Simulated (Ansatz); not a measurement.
Method: Ansatz, DFT, LDA (PW92), plane waves (420 eV) with PAW, scalar-relativistic. The PAW files were generated under PBE, with cores re-solved for the functional.

An element in the diamond structure gives this curve. The cell is scaled uniformly from the relaxed one, with fractional coordinates and shape fixed. Energies are extrapolated to zero smearing, pressures are those at the given smearing. Magnetic state: spin not included.

| V (Å³/atom) | E − E₀ (meV/atom) | P (GPa) |
| --- | --- | --- |
| 84.732 | 7.2 | 0.23 |
| 88.583 | 2.9 | 0.14 |
| 92.434 | 0.6 | 0.06 |
| 96.286 | 0.0 | 0.00 |
| 100.137 | 0.8 | -0.06 |
| 103.989 | 2.8 | -0.11 |
| 107.840 | 5.9 | -0.15 |

(1) Which element is it?
A. ytterbium
B. potassium
C. tellurium
D. lead

## Answers

(1) B. Its fit is V₀ = 95.93 Å³/atom, B₀ = 1.5 GPa, B₀′ = 3.1.
